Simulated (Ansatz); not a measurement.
# What DFT gives for PbO (P4/nmm)

Conventional cell: a = 3.987 Å, b = 3.987 Å, c = 5.080 Å, α = 90.00°, β = 90.00°, γ = 90.00°. Pb (atom 1) has 4 O at 2.32 Å as nearest neighbours. Around O (atom 3) lie 4 Pb at 2.32 Å.

Ansatz runs use the cell relaxed by PAW under their functional.

(1) How stiff is it? (PBEsol, PAW on Ansatz 0.2.0's default frozen-core files (fitted under PBE), scalar-relativistic; a = 3.987, c = 5.080 Å; k mesh 6×6×4, strains of ±0.008, fixed occupations, cutoff 420 eV)

(2) How does it vibrate? (PBEsol, all-electron LAPW in Ansatz 0.2.0, scalar-relativistic; a = 3.987, c = 5.080 Å; k mesh 6×6×4, fixed occupations, basis error target 1 meV/atom; q mesh 1×1×1)

(3) How does it screen a field? (PBEsol, PAW on Ansatz 0.2.0's default frozen-core files (fitted under PBE), scalar-relativistic; a = 3.987, c = 5.080 Å; k mesh 6×6×4, fixed occupations, cutoff 420 eV)

Answers

(1) Elastic moduli (Hill averages, relaxed ions; θ_D from sound speeds over directions): B = 27.3 GPa, G = 13.4 GPa, C11 = 68.1 GPa, C33 = 17.7 GPa, C44 = 14.1 GPa, ν = 0.290, θ_D = 131 K.

(2) Harmonic phonons by finite displacements (no LO-TO term; negative means unstable): highest mode = 405 cm⁻¹, lowest optical at Γ = 82.0 cm⁻¹.

(3) Dielectric response and Born charges by linear response (direction means): ε∞ = 6.53, largest |Z*| = 2.85 e, ε₀ = 15.9.

Limits of these numbers: frozen-core PAW files fitted under PBE, their cores solved anew for the functional of the run (moduli, field response); no spin-orbit coupling on heavy atoms; no dispersion correction, so the spacing and stiffness between layers or molecules are poor; zone-boundary modes aren't tested (phonons, field response); field response not resolved by the mesh (field response); semilocal gaps are low, so ε∞ comes out large.
